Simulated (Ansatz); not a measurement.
Be2Si: changing the strain (εzz = s)

```xyz
3
Lattice="0.0000 2.6400 2.6400 2.6400 0.0000 2.6400 2.6400 2.6400 0.0000" Properties=species:S:1:pos:R:3 pbc="T T T"
Si    0.0000    0.0000    0.0000
Be    1.3200    1.3200    1.3200
Be    3.9600    3.9600    3.9600
```

The cell comes from a database or a generator and needn't be the stable form of this composition.

Kept alike: task relaxation of the atoms; functional PBE; k mesh 7 × 7 × 7; occupations fermi-dirac, width 0.05 eV; no spin polarisation. Program: Ansatz, Ansatz PAW, cutoff 420 eV. The mesh is that of the run's cell of 3 atoms. No spin-orbit coupling.

| s | free energy over the lowest row (meV/atom) |
| --- | --- |
| -0.04 | 8.13 |
| -0.02 | 2.13 |
| -0.01 | ? |
| 0 | 0.00 |
| 0.01 | 0.31 |
| 0.02 | 1.58 |
| 0.04 | 7.19 |

The cell shown is the unstrained one; x, y and z are its Cartesian axes. For a metal such a mesh leaves the last digits unconverged.

Question: Fit the rows shown and predict the run at -0.01.

Answer: A least-squares parabola through the rows shown is free energy = 4810.7 s² - 12.16 s - 0.044 (largest miss 0.057); at s = -0.01 it gives 0.56 meV/atom. The run gave: free energy over the lowest row 0.60 meV/atom.
